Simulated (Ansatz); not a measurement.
## Phonons of ScIn3 in the AuCu3-type structure

Level of theory: DFT, PBEsol, scalar-relativistic, no spin polarisation; plane waves to 420 eV with PAW datasets (Ansatz 0.2.0), Gaussian smearing of 0.15 eV. The datasets are Ansatz's generated set soft_2.

```
Sc In
1.0
     4.45362    0.00000    0.00000
     0.00000    4.45362    0.00000
     0.00000    0.00000    4.45362
Sc In
1 3
Direct
  0.00000 0.00000 0.00000
  0.00000 0.50000 0.50000
  0.50000 0.50000 0.00000
  0.50000 0.00000 0.50000
```

The start was a prototype's sites filled with these elements; the Crystallography Open Database holds the compound in this structure.

Force constants come from finite displacements in a 2×2×2 supercell (the unit cell's 8×8×8 k-mesh, folded to it); the long-range dipole term is not included. Points in reciprocal vectors of this cell: Γ = (0.000, 0.000, 0.000), X = (0.000, 0.500, 0.000), M = (0.500, 0.500, 0.000), R = (0.500, 0.500, 0.500).

Frequencies at the named points (cm⁻¹, imaginary ones negative):
```
point                                     ω (cm⁻¹)
    Γ       0 0 0 90 90 90 118 118 118 190 190 190
    X  68 68 74 74 102 111 114 126 126 154 176 176
    M    65 69 88 88 98 98 107 129 133 160 174 174
    R   56 56 67 67 67 100 100 100 152 196 196 196
```

(1) Is the structure dynamically stable along this path, and where does the spectrum end?

(2) What does the harmonic approximation give for the vibrational free energy, entropy and heat capacity?

Answers:

(1) Yes: no branch is imaginary beyond numerical noise. The highest frequency is 196 cm⁻¹, at R. Points that don't fit the supercell are interpolated.

(2) Zero-point energy 21.1 meV/atom.
```
T (K)  F_vib (meV/atom)  S (J/K per mole of atoms)  C_V (J/K per mole of atoms)
  100              13.8                       17.5                         19.8
  200             -13.0                       32.7                         23.4
  300             -52.2                       42.4                         24.3
  400            -100.0                       49.5                         24.6
  500            -154.2                       55.0                         24.7
  600            -213.6                       59.5                         24.8
  700            -277.3                       63.3                         24.8
  800            -344.6                       66.6                         24.8
  900            -415.2                       69.5                         24.9
 1000            -488.6                       72.1                         24.9
```

The highest mode, 196 cm⁻¹, is worth 280 K. At 300 K the heat capacity has reached 97 % of the classical limit 3R = 24.9 J/K per mole of atoms, since all modes lie under k_BT.

The crystal is a metal or nearly so; low and unstable modes depend on mesh and smearing.

Cost: 3.1 min on 4 threads of Arm Neoverse V2, with other jobs on the host, peak memory 5.2 GiB.
